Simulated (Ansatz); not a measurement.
Question: Mn$_{3}$GeN (anti-perovskite, space group No. 221) is relaxed with the program Ansatz at the PBEsol level (PAW). What lattice parameters of the conventional cell result?

Answer: a = 3.716 Å.

These are the values of the symmetrised cell.

Question: Is it a metal or does it have a gap at this level?

Answer: No gap at this level.

Space group Pm-3m (anti-perovskite). The start of the workflow was typed in or built on a structure type; neither database checked (COD, Materials Project) lists it. Whether it is the stable phase at ambient conditions was not checked. Symmetry was held in the PBEsol relaxation; its stability against distortions is not shown here. Spin order of the final state: ferromagnetic, chosen from 4 collinear starts compared on coarse meshes (ties went to the first, and starts can fall back to one state), not a proven ground state. The volume moved by -16 % from the start of the relaxation. No Hubbard U is applied. Spin–orbit coupling is left out wherever it is not named.

Potentials: the later of the program's two PAW sets.
